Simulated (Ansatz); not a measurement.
NiAg2O2:
```yaml
crystal:
  lattice:
    - [1.45374, 0.83932, 8.09542]
    - [-1.45374, 0.83932, 8.09542]
    - [0.00000, -1.67864, 8.09542]
  atoms:
    - { symbol: Ag, position: [0.21380, 0.21380, 0.21380] }
    - { symbol: Ag, position: [0.78620, 0.78620, 0.78620] }
    - { symbol: O, position: [0.37512, 0.37512, 0.37512] }
    - { symbol: O, position: [0.62488, 0.62488, 0.62488] }
    - { symbol: Ni, position: [0.00000, 0.00000, 0.00000] }
```
The run is spin-polarised; directions of the spins, atom by atom: 0 0 0 0 ↑.

Relaxed with r²SCAN. Special points in fractions of this cell's reciprocal vectors: Γ (0.000, 0.000, 0.000); T (0.500, 0.500, 0.500); H2 (0.826, 0.174, 0.500); H0 (0.500, -0.174, 0.174); L (0.500, 0.000, 0.000); S0 (0.337, -0.337, 0.000); S2 (0.663, 0.000, 0.337); F (0.500, 0.000, 0.500).

Problem. List the band energies nearest the Fermi level at these points for the program Ansatz at the r²SCAN level (PAW).

Solution. In eV from the Fermi level; about four levels below and three above (degenerate sets whole), none deeper than 8.9 eV; points with the same levels are listed once.

| k | below | above |
|---|---|---|
| Γ ↑ | -2.80 -2.80 -1.85 -1.85 -1.58 | 0.63 0.63 2.82 |
| T ↑ | -2.52 -1.97 -1.97 -1.77 | 0.65 0.65 1.57 |
| H2 ↑ | -1.64 -1.59 -0.14 -0.09 | 4.68 5.02 5.91 |
| L ↑ | -2.39 -2.13 -1.92 -0.09 | 0.49 2.23 2.99 |
| S0 ↑ | -1.65 -1.58 -0.15 -0.08 | 4.85 4.91 5.85 |
| F ↑ | -2.56 -2.38 -1.89 -0.33 | 0.55 2.70 2.78 |
| Γ ↓ | -2.00 -2.00 -1.91 -1.91 -1.13 | 2.34 2.34 2.82 |
| T ↓ | -2.04 -2.04 -2.00 -2.00 -1.29 | 1.61 2.36 2.36 |
| H2 ↓ | -2.44 -1.94 -1.24 -1.21 | 1.90 1.90 4.71 |
| L ↓ | -2.14 -1.76 -1.71 -1.43 | 1.75 2.27 2.30 |
| S0 ↓ | -2.43 -1.94 -1.25 -1.20 | 1.89 1.91 4.88 |
| F ↓ | -2.66 -1.73 -1.71 -1.41 | 1.46 2.33 2.73 |

Space group R-3m. The workflow started from an entry of the Crystallography Open Database (COD), which files this formula under 2 space groups. Whether it is the stable phase at ambient conditions was not checked. The cell was relaxed with r²SCAN under the symmetry of its start; whether a distortion lowers the energy is not shown. Spin order of the final state: ferromagnetic, the only order run, not a proven ground state. Other orbital occupations within this spin state were not tried. No Hubbard U is applied. The compound may be a true metal, but semilocal functionals without U, or a wrong spin order, can also close a gap. Spin–orbit coupling is left out wherever it is not named.

Potentials: the later of the program's two PAW sets.
